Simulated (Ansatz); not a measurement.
Input:

PbSe:
```yaml
crystal:
  lattice:
    - [4.29102, 0.00000, 0.00000]
    - [0.00000, 4.29102, 0.00000]
    - [0.00000, 0.00000, 8.21006]
  atoms:
    - { symbol: Pb, position: [0.00000, 0.50000, 0.00000] }
    - { symbol: Pb, position: [0.50000, 0.00000, 0.50000] }
    - { symbol: Se, position: [0.00000, 0.00000, 0.25000] }
    - { symbol: Se, position: [0.00000, 0.00000, 0.75000] }
```

This is the PBE-relaxed structure.

Problem. All from PBE in the plane-wave PAW code Ansatz, unless another level is named. Give the electronic character.

Solution. metallic (no gap).

Problem. Give the formation energy from the elements (no fitted shifts).

Solution. -0.17 eV/atom.

Problem. And the density of states at the Fermi level?

Solution. 0.67 states/eV per atom (mean over ±0.08 eV).

Space group P4_2/mmc. A made-up cell: these elements were put on the sites of a structure type; neither database checked (COD, Materials Project) lists it. It is not the phase usual at ambient conditions (space group No. 225). Symmetry was held in the PBE relaxation; its stability against distortions is not shown here. The references are the lowest solids computed at this level, not always the standard phases. Scalar-relativistic: spin–orbit coupling is off unless named, which matters more the heavier the elements.

Potentials: the later of the program's two PAW sets.
